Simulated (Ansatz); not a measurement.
YC (rock salt, Fm-3m), plane-wave PAW PBE (Ansatz code), all energies at zero smearing, with the estimated change up to a 700 eV cutoff added, with one set of potentials and settings (totals compare only within such a set). Cell of 2 atoms (1 C, 1 Y): -4099.573 eV.

```csv
element,reference phase,E (eV/atom)
C,"P6_3/mmc, 4 atoms in the cell",-250.9479
Y,"P6_3/mmc, 2 atoms in the cell",-3848.6668
```

Formation energy per atom, worked out: (-4099.573 − 1×(-250.9479) − 1×(-3848.6668))/2 = 0.021 eV/atom (2 kJ per mol of atoms), at 0 K, without zero-point energy or fitted corrections.

The start of the workflow was typed in or built on a structure type; the Crystallography Open Database copy checked does not list it. Whether it is the stable phase at ambient conditions was not checked. The cell was relaxed with PBE under the symmetry of its start; whether a distortion lowers the energy is not shown. No spin polarisation was allowed. The references are the lowest solids computed at this level, not always the standard phases.

Potentials: the later of the program's two PAW sets.
